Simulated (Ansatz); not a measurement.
InAgTe2:
```
CELL_PARAMETERS angstrom
      4.52210     0.00000     0.00000
      0.00000     4.52210     0.00000
      0.00000     0.00000     6.45312
ATOMIC_POSITIONS crystal
  In 0.50000 0.50000 0.50000
  Ag 0.00000 0.00000 0.00000
  Te 0.00000 0.50000 0.23847
  Te 0.50000 0.00000 0.76153
```

Relaxed with PBEsol. Special points in fractions of this cell's reciprocal vectors: Γ (0.000, 0.000, 0.000); X (0.000, 0.500, 0.000); M (0.500, 0.500, 0.000); Z (0.000, 0.000, 0.500); R (0.000, 0.500, 0.500); A (0.500, 0.500, 0.500).

Q: List the band energies nearest the Fermi level at these points for plane-wave PAW PBEsol with spin–orbit coupling (Ansatz code).

A: In eV from the Fermi level; about four levels below and three above (degenerate sets whole), none deeper than 8.9 eV; points with the same levels are listed once.

```
k                    below                above
-  -----------------------  -------------------
Γ  -0.33 -0.33 -0.03 -0.03  0.03 0.03 1.51 1.51
X  -1.86 -1.86 -0.68 -0.68  1.24 1.24 3.61 3.61
M  -2.50 -2.50 -1.78 -1.78  1.06 1.06 1.66 1.66
Z  -1.05 -1.05 -1.00 -1.00  1.33 1.33 1.58 1.58
R  -0.93 -0.93 -0.53 -0.53  0.01 0.01 1.97 1.97
A  -2.89 -2.89 -2.37 -2.37  2.15 2.15 3.46 3.46
```

Space group P-4m2. The first step of the workflow began from a Materials Project structure, measured or hypothetical; the Crystallography Open Database copy checked does not list it. COD files the formula under space group No. 122, so this cell is another polymorph or a model. With In and Ag taken as one species the cell has the higher symmetry F-43m, so it may be an ordered model of a mixed-site phase. Whether it is the stable phase at ambient conditions was not checked. The cell was relaxed with PBEsol under the symmetry of its start; whether a distortion lowers the energy is not shown. The run is not spin-polarised. The Fermi level of a semimetal is unsure by some 0.05 eV on such meshes.

Potentials: the later of the program's two PAW sets.
